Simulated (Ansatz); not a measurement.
Consider the following.

SiMo$_{2}$C:
Space group P6₃/mmc (No. 194); a = b = 3.0707 Å, c = 12.3360 Å, α = β = 90.00°, γ = 120.00°

| atom | site | symmetry | x | y | z |
|---|---|---|---|---|---|
| Si | 2d | -6m2 | 0.6667 | 0.3333 | 0.2500 |
| Mo | 4f | 3m. | 0.3333 | 0.6667 | 0.0931 |
| C | 2a | -3m. | 0.0000 | 0.0000 | 0.0000 |

This is the PBEsol-relaxed structure.

All from DFT-PBEsol in the program Ansatz with PAW potentials, unless another level is named. Give the formation energy from the elements (no fitted shifts).

-0.20 eV/atom.

Predict the density of states at the Fermi level.

0.61 states/eV per atom (mean over ±0.08 eV).

Give the gap with spin–orbit coupling.

none (metallic).

Space group P6_3/mmc. The start of the workflow was typed in or built on a structure type; neither database checked (COD, Materials Project) lists it. Its standing as an ambient phase is unchecked. Symmetry was held in the PBEsol relaxation; whether a distortion lowers the energy is not shown. The run is not spin-polarised. The references are the lowest solids computed at this level, not always the standard phases. Scalar-relativistic: spin–orbit coupling is off unless named, which matters more the heavier the elements.

Potentials: the earlier of the program's two PAW sets. The files were generated under PBE; for other functionals the program regenerates the frozen cores, and for LDA and PBEsol the local potential too.
